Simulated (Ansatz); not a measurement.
Pd:
```
CELL_PARAMETERS angstrom
      0.00000     1.97099     1.97099
      1.97099     0.00000     1.97099
      1.97099     1.97099     0.00000
ATOMIC_POSITIONS crystal
  Pd 0.00000 0.00000 0.00000
```

Relaxed with PBE. Special points in fractions of this cell's reciprocal vectors: Γ (0.000, 0.000, 0.000); X (0.500, 0.000, 0.500); U (0.625, 0.250, 0.625); K (0.375, 0.375, 0.750); L (0.500, 0.500, 0.500); W (0.500, 0.250, 0.750).

Q: List the band energies nearest the Fermi level at these points for plane-wave PAW PBE (Ansatz code).

A: In eV from the Fermi level; about four levels below and three above (degenerate sets whole), none deeper than 8.9 eV; … stands for higher levels left out; points with the same levels are listed once.

| k | below | above |
|---|---|---|
| Γ | -6.86 -2.67 -2.67 -2.67 | … |
| X | -5.09 -4.82 -0.05 | 0.27 0.27 … |
| U | -3.91 -1.85 -0.89 -0.15 | … |
| L | -2.72 -2.72 -0.02 -0.02 | … |
| W | -4.07 -3.19 -3.19 -1.24 | 0.27 … |

Space group Fm-3m (fcc (Cu type)). The PBE relaxation kept the symmetry of its start. The run is not spin-polarised. Scalar-relativistic: spin–orbit coupling is off unless named, which matters more the heavier the elements.

Potentials: the earlier of the program's two PAW sets.
